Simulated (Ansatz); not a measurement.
## Bi₄Se₃, first-principles data

Bi$_{4}$Se$_{3}$:
```yaml
crystal:
  lattice:
    - [2.13613, 1.23329, 13.70282]
    - [-2.13613, 1.23329, 13.70282]
    - [0.00000, -2.46658, 13.70282]
  atoms:
    - { symbol: Bi, position: [0.14585, 0.14585, 0.14585] }
    - { symbol: Bi, position: [0.85415, 0.85415, 0.85415] }
    - { symbol: Bi, position: [0.28814, 0.28814, 0.28814] }
    - { symbol: Bi, position: [0.71186, 0.71186, 0.71186] }
    - { symbol: Se, position: [0.41499, 0.41499, 0.41499] }
    - { symbol: Se, position: [0.58501, 0.58501, 0.58501] }
    - { symbol: Se, position: [0.00000, 0.00000, 0.00000] }
```

Space group R-3m (No. 166); conventional cell a = b = 4.272 Å, c = 41.108 Å, α = β = 90.00°, γ = 120.00°.

Method: DFT-r²SCAN+D4 in the program Ansatz with PAW potentials. The cell and atoms are relaxed at this level. Other levels are named where they apply.

Cell and energy:

- Volume per atom = 30.94 Å³
- Density = 8.22 g/cm³
- Formation energy from the elements (no fitted shifts) = -0.31 eV/atom

Electronic structure:

- Electronic character: no gap, with almost no states at the Fermi level (zero-gap or semimetallic)
- Density of states at the Fermi level: 0.01 states/eV per atom (mean over ±0.08 eV)

Mechanics:

* **Bulk modulus (Birch–Murnaghan fit)**: 284 kbar
* **Pressure derivative B′**: 11.4

Charges:

* **Bader charges**: Bi +0.10 to +1.07, Se -0.89 to -0.72 e

The workflow started from an entry of the Crystallography Open Database (COD). Its standing as an ambient phase is unchecked. Symmetry was held in the r²SCAN+D4 relaxation; its stability against distortions is not shown here. A small band overlap can be real or an error of a semilocal functional. The references are the lowest solids computed at this level, not always the standard phases. Spin–orbit coupling is left out wherever it is not named.

Potentials: the later of the program's two PAW sets.
